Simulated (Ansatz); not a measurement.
K2SO4 — 41K NMR of the central transition

Cell: a Materials Project structure (computed, not necessarily an observed phase), taken as it stands.

```cif
data_K2SO4
_symmetry_space_group_name_H-M 'C2/c'
_symmetry_Int_Tables_number 15
_cell_length_a 6.0304
_cell_length_b 9.9646
_cell_length_c 8.0297
_cell_angle_alpha 90.000
_cell_angle_beta 90.188
_cell_angle_gamma 90.000
loop_
_atom_site_label
_atom_site_type_symbol
_atom_site_symmetry_multiplicity
_atom_site_Wyckoff_symbol
_atom_site_fract_x
_atom_site_fract_y
_atom_site_fract_z
K1 K 4 e 0.5000 0.8080 0.7500
K3 K 4 a 0.0000 0.0000 0.5000
S S 4 e 0.5000 0.1493 0.7500
O7 O 8 f 0.4870 0.2356 0.9010
O11 O 8 f 0.2981 0.0609 0.7410
```

One atom of each set is listed; the run and its k-mesh use a cell of 14 atoms with edges of 5.82, 5.82, 8.03 Å.

All values are calculated (Ansatz; DFT, PBE, plane waves and PAW, scalar-relativistic, 420 eV cutoff, Γ-centred 5×5×3 k-points, Fermi–Dirac smearing 0.02 eV), not measured.

41K has I = 3/2 and Q = 73.40 mb (Pyykkö 2018); at 18.8 T its Larmor frequency is ν₀ = 20.5 MHz. Only the quadrupole interaction is simulated: positions count from each site's isotropic chemical shift, and J coupling is left out, as are shift anisotropy and dipolar coupling, which fast spinning averages.

The K sites: K1 (2 atoms; 10 O at 2.80–3.40 Å; also 3 S at 3.40–3.41 Å, 2 K at 3.67 Å); K3 (2 atoms; 6 O at 2.71–2.82 Å).

Fitted components of the simulated spectrum:

```
component  |C_Q| (MHz)     η
        A         1.30  0.86
        B         2.02  0.24
```

Question: Which site most likely gives which component?

Answer: By the calculation, A is K3, B is K1. Like point charges on the first shell alone (each adding as 1/d³) would give the same order.

The largest force is 0.3 eV/Å, so the atoms aren't at the calculated equilibrium and relaxing them would move these values.
